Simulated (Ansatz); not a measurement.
**SCF log, NiO**

We look at NiO: a measured crystal structure (space group Fm-3m, primitive cell doubled), with 4 atoms per cell. The computed pressure is over 10 GPa in size, so the cell is far from the computed equilibrium volume (the chosen U may not suit it). Source: COD entry 4329325; the sample's temperature and pressure aren't taken into account, and it need not be the stable phase.

Level of theory: DFT, PBE+U, PAW, plane waves, scalar-relativistic (Ansatz).

The input:

```yaml
crystal:
  lattice:
    - [4.1771, 2.08855, 2.08855]
    - [2.08855, 4.1771, 2.08855]
    - [2.08855, 2.08855, 4.1771]
  atoms:
    - { symbol: O, position: [0.25, 0.25, 0.25] }
    - { symbol: O, position: [0.75, 0.75, 0.75] }
    - { symbol: Ni, position: [0.0, 0.0, 0.0], spin: 0.8 }
    - { symbol: Ni, position: [0.5, 0.5, 0.5], spin: -0.8 }
magnetization:
  spin_polarized: true
hamiltonian:
  xc: pbe
  pseudopotentials: { kind: paw }
  hubbard: { sites: [{ species: Ni, l: d, u_eff: 6.6 }] }
basis:
  ecutwfc: 420
kpoints:
  mp_grid: { grid: [8, 8, 8] }
scf:
  occupations: { method: fermi_dirac, width: 0.03 }
  lower_state_search: "off"
output:
  forces: true
  stress: true
```

Launched as:
```sh
ansatz run input.yaml --threads 2 --pin off --max-ram 5120MiB --backend cpu --events-out ev --progress --plain --runs-dir out
```

Program output, abridged:

```
basis.fft_grid_basis auto: the FFT boxes are laid along the combinations [[1, 0, -1], [0, 1, -1], [0, 0, 1]] of the cell's own vectors, 2.954, 2.954 and 5.116 Å long. The dense box has 20×20×36 points. Along the cell's own vectors, as sized, it would have 36×36×36, 3.24 times as many. [...]
O: projections on atomic orbitals take those of the free atom [He] 2s2 2p4, of charge +0.00 (hamiltonian.pseudopotentials.projection_atoms); the dataset's partial waves leave at most 1.9e-8 of an orbital's norm unspanned inside its sphere
Ni: projections on atomic orbitals take those of the free atom [Ne] 3s2 3p6 3d8 4s2, of charge +0.00 (hamiltonian.pseudopotentials.projection_atoms); the dataset's partial waves leave at most 1.6e-6 of an orbital's norm unspanned inside its sphere
Pseudopotentials: kind: paw
Pseudopotential: O, paw, valence charge 6, recommended cutoff 420 eV (normal), O.paw.azcp
Pseudopotential: Ni, paw, valence charge 18, recommended cutoff 420 eV (normal), Ni.paw.azcp
Functional definition: PBE
Crystal: 4 atoms, lattice volume = 36.441 Å³
Basis set: ecut = 420 eV, 683 PW (Γ), FFT grids on a1−a3, a2−a3, a3, exchange–correlation on 40×40×72 points (8 copies of the dense FFT grid, shifted against one another)
Bands: 30, of which v1, the nominal top of the filled ones, is band 24 counted from 1 (23 counted from 0)
Symmetry: 12 space group operations
Space group: R-3m (ITA 166), of the structure as read, at distance tolerance 3.3e-5 Å
Magnetic group: BNS 166.102 (UNI 1332), of the structure as read, at distance tolerance 3.3e-5 Å
k-points: 65 of 512
Non-local potential: O, projectors of the file, l = 0: 2, l = 1: 2, l = 2: 1
Non-local potential: Ni, projectors of the file, l = 0: 3, l = 1: 2, l = 2: 3, l = 3: 1
Initial density: superposition of atomic densities (chi_scale 0.1, normalization cell, long waves kept (reshape's long-wave potential 0.00 eV rms))
Starting moments: Σ|m| = 1.6 μB on 2 of 4 sites
Starting magnetic order: antiferromagnet; a translation exchanges its spin sublattices: spin-degenerate at every k-point
Initial wavefunctions: pseudopotential atomic-orbital guess
Functional: x = pbe(κ = 0.804, μ = 0.2195149727645171), c = pbe(β = 0.06672455060314922)
spin-down is spin-up translated by (0.5, 0.5, 0.5): one eigenproblem is solved per k-point and the antiferromagnetic symmetry of the starting moments is kept exactly by this SCF (crystal.symmetry.spin_inversion_symmetry: false solves both channels; [...]
SCF iter   1: F=—  HF=-12814.296776 eV  |F-HF|=—  |Δ(HF+E_count)|=         —  Δρ=2.65e-1 (↑2.65e-1 ↓2.65e-1)  dr2=7.48e1  dr2_m=1.53e0  M=0.000 μB ∫|m|=0.358 μB  β_m=0.30  ethr=3.10e-3  ⟨swp⟩=5.1  Hψ=6857  notcnv=0
preconditioner: auto → Kerker (q_TF=auto, 2.856 Å⁻¹)  [metal: Δε(μ)=0.009 eV  Ē_g=13.211 eV  σ=0.030 eV  W_gap=0.07  n_scr=16 (ndim 8)  ℏωp=34.8 eV  f_vac=0.000  D(μ)=3.20/eV (n_scr^D=36)]
spin=Collinear: Kerker preconditioning applied to the charge; magnetization (m = ρ↑ − ρ↓) channel mixes plain (no charge-response kernel on spin).
SCF iter   2: F=—  HF=-12804.766452 eV  |F-HF|=—  |Δ(HF+E_count)|=    9.53e0  Δρ=7.24e-2 (↑7.24e-2 ↓7.24e-2)  dr2=8.07e-1  dr2_m=1.00e0  M=0.000 μB ∫|m|=1.976 μB  β_m=1.00  ethr=3.10e-3  ⟨swp⟩=4.0  Hψ=5261  notcnv=0  defer=68
preconditioner: auto → none  [insulator: Δε(μ)=0.068 eV  Ē_g=11.888 eV  σ=0.030 eV  W_gap=0.50  n_scr=16 (ndim 8)  ℏωp=34.8 eV  f_vac=0.000  D(μ)=0.40/eV (n_scr^D=2)  ε∞_Penn≈9.6]
SCF iter   3: F=—  HF=-12805.275338 eV  |F-HF|=—  |Δ(HF+E_count)|=   5.09e-1  Δρ=5.19e-2 (↑5.19e-2 ↓5.19e-2)  dr2=4.30e-1  dr2_m=4.93e-1  M=0.000 μB ∫|m|=2.612 μB  β_m=1.00  ethr=1.68e-3  ⟨swp⟩=3.0  Hψ=4481  notcnv=0  defer=68
SCF iter   4: F=—  HF=-12806.248957 eV  |F-HF|=—  |Δ(HF+E_count)|=   9.74e-1  Δρ=2.16e-2 (↑2.16e-2 ↓2.16e-2)  dr2=9.23e-2  dr2_m=1.02e-1  M=0.000 μB ∫|m|=2.880 μB  β_m=1.00  ethr=8.97e-4  ⟨swp⟩=3.1  Hψ=4160  notcnv=0  defer=76
SCF iter   5: F=—  HF=-12807.243195 eV  |F-HF|=—  |Δ(HF+E_count)|=   9.94e-1  Δρ=2.97e-2 (↑2.97e-2 ↓2.97e-2)  dr2=3.65e-1  dr2_m=1.75e-1  M=0.000 μB ∫|m|=3.230 μB  β_m=1.00  ethr=1.92e-4  ⟨swp⟩=3.6  Hψ=4064  notcnv=0  defer=116
SCF iter   6: F=—  HF=-12807.935295 eV  |F-HF|=—  |Δ(HF+E_count)|=   6.92e-1  Δρ=6.13e-3 (↑6.13e-3 ↓6.13e-3)  dr2=7.73e-3  dr2_m=7.65e-3  M=0.000 μB ∫|m|=3.295 μB  β_m=1.00  ethr=1.92e-4  ⟨swp⟩=3.0  Hψ=3428  notcnv=0  defer=117
SCF iter   7: F=—  HF=-12808.523232 eV  |F-HF|=—  |Δ(HF+E_count)|=   5.88e-1  Δρ=8.28e-3 (↑8.28e-3 ↓8.28e-3)  dr2=5.55e-2  dr2_m=6.46e-3  M=0.000 μB ∫|m|=3.348 μB  β_m=0.30  ethr=1.61e-5  ⟨swp⟩=2.9  Hψ=4394  notcnv=0  defer=121
Mixer restart at iter 7: flushing history
spin-set hold released at iteration 7 (site moments contracting): the magnetisation degrees of freedom join the quasi-Newton model from the next iteration; the mixer history was flushed
SCF iter   8: F=—  HF=-12808.905733 eV  |F-HF|=—  |Δ(HF+E_count)|=   3.83e-1  Δρ=1.26e-2 (↑1.26e-2 ↓1.26e-2)  dr2=4.66e-2  dr2_m=4.06e-2  M=0.000 μB ∫|m|=3.468 μB  β_m=0.65  ethr=1.61e-5  ⟨swp⟩=3.0  Hψ=3839  notcnv=0  defer=121
SCF iter   9: F=—  HF=-12809.335598 eV  |F-HF|=—  |Δ(HF+E_count)|=   4.30e-1  Δρ=1.06e-2 (↑1.06e-2 ↓1.06e-2)  dr2=3.76e-2  dr2_m=2.12e-2  M=0.000 μB ∫|m|=3.512 μB  β_m=0.82  ethr=1.61e-5  ⟨swp⟩=3.1  Hψ=4519  notcnv=0  defer=121
SCF iter  10: F=—  HF=-12809.461532 eV  |F-HF|=—  |Δ(HF+E_count)|=   1.26e-1  Δρ=7.15e-3 (↑7.15e-3 ↓7.15e-3)  dr2=4.03e-2  dr2_m=1.55e-3  M=0.000 μB ∫|m|=3.638 μB  β_m=0.77  ethr=1.61e-5  ⟨swp⟩=3.0  Hψ=4427  notcnv=0  defer=121
SCF iter  11: F=—  HF=-12809.452038 eV  |F-HF|=—  |Δ(HF+E_count)|=   9.49e-3  Δρ=2.80e-3 (↑2.80e-3 ↓2.80e-3)  dr2=6.79e-3  dr2_m=5.08e-4  M=0.000 μB ∫|m|=3.621 μB  β_m=0.61  ethr=1.61e-5  ⟨swp⟩=3.0  Hψ=3792  notcnv=0  defer=121
SCF iter  12: F=—  HF=-12809.450122 eV  |F-HF|=—  |Δ(HF+E_count)|=   1.92e-3  Δρ=8.19e-4 (↑8.19e-4 ↓8.19e-4)  dr2=3.30e-4  dr2_m=1.29e-4  M=0.000 μB ∫|m|=3.618 μB  β_m=0.73  ethr=1.41e-5  ⟨swp⟩=2.0  Hψ=3056  notcnv=0  defer=121
SCF iter  13: F=—  HF=-12809.450118 eV  |F-HF|=—  |Δ(HF+E_count)|=   3.76e-6  Δρ=5.24e-5 (↑5.24e-5 ↓5.24e-5)  dr2=2.85e-7  dr2_m=5.68e-7  M=0.000 μB ∫|m|=3.617 μB  β_m=0.87  ethr=6.88e-7  ⟨swp⟩=2.0  Hψ=2692  notcnv=0  defer=121
SCF iter  14: F=—  HF=-12809.450116 eV  |F-HF|=—  |Δ(HF+E_count)|=   1.92e-6  Δρ=4.20e-5 (↑4.20e-5 ↓4.20e-5)  dr2=5.29e-7  dr2_m=3.59e-7  M=0.000 μB ∫|m|=3.617 μB  β_m=0.93  ethr=2.08e-10  ⟨swp⟩=4.9  Hψ=7287  notcnv=0
SCF iter  15: F=-12809.450117 eV  HF=-12809.450117 eV  |F-HF|=1.35e-8  |Δ(HF+E_count)|=   1.13e-6  Δρ=8.79e-6 (↑8.79e-6 ↓8.79e-6)  dr2=1.23e-8  dr2_m=1.97e-8  M=0.000 μB ∫|m|=3.617 μB  ethr=2.08e-10  ⟨swp⟩=3.0  Hψ=7669  notcnv=0
SCF 1 converged in 15 iterations: F = -12809.450117 eV  dr2 = 1.23e-8
  greatest PAW one-centre occupation: 1.002 electrons in one spin orbital (limit 2), on the Ni atom at site 3 (counted from 0), in its partial waves of l = 1
SCF converged after 15 iterations
Magnetization: 0.0000 μB (24.0000 up, 24.0000 down)
Absolute magnetization: 3.6146 μB (∫|ρ↑−ρ↓|, with the PAW one-centre terms)
Spin contamination: 1.9302 ħ² per cell (⟨S²⟩ above its minimum at these occupations)
Per-site moments (μB) at R_I (Å): [(1.1491e-16, 0.8615), (-9.7916e-17, 0.8615), (1.6782, 0.8615), (-1.6782, 0.8615)]
Free energy (F): -12809.450117 eV
Harris-Foulkes:  -12809.450117 eV  (|F-HF|=1.35e-8)
Internal energy: -12809.450117 eV  (E = F + TS)
E sigma→0 (E₀):  -12809.450117 eV
Fermi energy:    14.623523 eV
--- Per-component energies (eV) ---
  E_band       = -716.923671
  E_kinetic    = 900.961371
  E_local      = -7977.391406  (includes V_loc(G=0)·N_el)
  E_nonlocal   = 1380.515150
  E_hartree    = 3277.417185
  E_xc         = -312.520705
  E_vxc        = -400.888573  (∫ρ·V_xc dr)
  E_hubbard    = 1.779374  (on-site DFT+U / exact-exchange correction)
  E_vhub       = -51.012843  (the Hubbard potential's part of the band-sum identity)
  E_paw        = -3578.874075  (= ΣΔE_a)
  E_vpaw       = -1123.950371  (= ΣTr[D̂ρ^β])
  E_aug_tail   = 0.006399  (compensation charges beyond the density's cutoff)
  E_ewald      = -6501.343409
  E_smearing   = -0.000000  (= −TS)
  E_closure    = -0.000000  (closes the sum)
  Σ components = -12809.450117   (vs F -12809.450117, Δ=0.00e0)
--- Forces (eV/Å), atoms counted from 1 ---
  atom   1  O      0.00000000     0.00000000     0.00000000
  atom   2  O     -0.00000000    -0.00000000    -0.00000000
  atom   3  Ni    -0.00000000     0.00000000    -0.00000000
  atom   4  Ni     0.00000000     0.00000000     0.00000000
  max |Σ_I F_I| component: 1.43e-28 eV/Å
--- Stress (GPa, compression-positive) ---
       11.202306      -0.094450      -0.094450
       -0.094450      11.202306      -0.094450
       -0.094450      -0.094450      11.202306
  P = ⅓ Tr σ = 11.2023 GPa (112.023 kbar)
```

Among 14 converged runs of this cell from various starts and settings, this end is the lowest found.

The log names the space group R-3m, not the crystal's Fm-3m, as the starting moments make like atoms unequal.

A static U favours moments and orbital order; the result depends on U and need not be the measured state.

The run took 5.6 s on 2 threads of Arm Neoverse V1, on a shared host, peak memory 0.42 GiB.
